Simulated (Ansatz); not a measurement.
C in space group Fd-3m (No. 227; C on 8b, C on 32e), the program Ansatz at the PBE level (PAW). The conduction-band minimum lies on the K–Γ line, 11 % of the way from K, with 12 equivalent valleys. Second derivatives d²E/dk² of the lowest band at one valley (eV·Å²), along Cartesian directions:

```
direction  d²E/dk²
---------  -------
[100]       0.8540
[010]        4.013
[001]        4.013
[110]        2.431
[101]        2.431
[011]        2.235
```

Task: Find the principal effective masses, the density-of-states mass and the conductivity mass.

Result: Off-diagonal terms follow from H_xy = H[110] − (H_xx + H_yy)/2, and m*/mₑ = 7.620 eV·Å² over each eigenvalue: 1.3, 3.4, 8.9. One valley's DOS mass (m₁m₂m₃)^(1/3) = 3.4, conductivity mass 3/(Σ 1/mᵢ) = 2.6 mₑ.

Task: What effective density of states Nc follows at 300 K for parabolic valleys?

Result: Nc = 2.509e19 × 12 × (3.4)^(3/2) ≈ 1.9e21 cm⁻³.

The start of the workflow was typed in or built on a structure type. Its sites differ from those of the usual phase in this space group: another stacking or structure type. The PBE relaxation kept the symmetry of its start; its stability against distortions is not shown here.

Potentials: the later of the program's two PAW sets.

Edges and masses are those of Kohn–Sham bands, whose gap is no quasiparticle gap.
